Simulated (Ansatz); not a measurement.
ReC in space group P-6m2 (No. 187; Re on 1a, C on 1d) at seven volumes, the program Ansatz at the LDA level (PAW), shape and atoms relaxed at each. One row is withheld.

```
V (Å³/atom)  P (GPa)
-----------  -------
8.850          52.57
9.142          32.15
9.434          14.78
9.726           0.00
10.017        -12.57
10.309             ?
10.601        -32.30
```

Question: Fit the shown pressures and predict the withheld one.

Answer: P = (3/2)B₀(x^(7/2) − x^(5/2))[1 + (3/4)(B′ − 4)(x − 1)] with x = (V₀/V)^(2/3). Least squares on the six rows gives V₀ = 9.726 Å³/atom, B₀ = 453 GPa, B′ = 4.38. At V = 10.309, x = 0.9619 and P = -23.22 GPa. The run itself gave -23.25 GPa.

The first step of the workflow began from a Materials Project structure, measured or hypothetical; the Crystallography Open Database copy checked does not list it. Whether it is the stable phase at ambient conditions was not checked. Symmetry was held in the LDA relaxation; of distortions, only those at the zone centre were tested. No spin polarisation was allowed. Scalar-relativistic: spin–orbit coupling is off unless named, which matters more the heavier the elements.

Potentials: the later of the program's two PAW sets.
